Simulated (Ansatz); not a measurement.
Fcc Rh (111), 5 layers, DFT, LDA, PAW with Ansatz's default frozen-core files, scalar-relativistic (Ansatz 0.2.0), on 2 threads of Intel(R) Xeon(R) Platinum 8259CL CPU @ 2.50GHz (Skylake/Cascade Lake) (shared host).

Command: `ansatz run input.yaml --threads 2 --pin off --max-ram 4096MiB --backend cpu --events-out ev --progress --plain --runs-dir out`

```yaml
crystal:
  lattice:
    - [2.6548623924, 0.0, 0.0]
    - [-1.3274311962, 2.2991782754, 0.0]
    - [0.0, 0.0, 24.6707]
  atoms:
    - { symbol: Rh, position: [0.833333333, 0.166666667, 0.3242704046] }
    - { symbol: Rh, position: [0.166666667, 0.833333333, 0.4121352021] }
    - { symbol: Rh, position: [0.5, 0.5, 0.5] }
    - { symbol: Rh, position: [0.833333333, 0.166666667, 0.5878647979] }
    - { symbol: Rh, position: [0.166666667, 0.833333333, 0.6757295954] }
kpoints:
  mp_grid: { grid: [16, 16, 1] }
scf:
  occupations: { method: fermi_dirac, width: 0.08 }
hamiltonian:
  xc: lda
  pseudopotentials: { kind: paw }
output:
  forces: true
  stress: true
  eigenvalues: true
  populations: true
efield:
  axis: 3
  amplitude: 0
  dipole_correction: true
```

(1) How large is the problem that the program sets up?

(2) About how long does it take, and how much memory?

Answers

(1) 30 irreducible k-points, 2993 plane waves at Γ, 51 bands.

(2) 18 s of wall time for 8 SCF iterations, with a peak of 0.51 GiB. Times on shared machines scatter by tens of per cent.
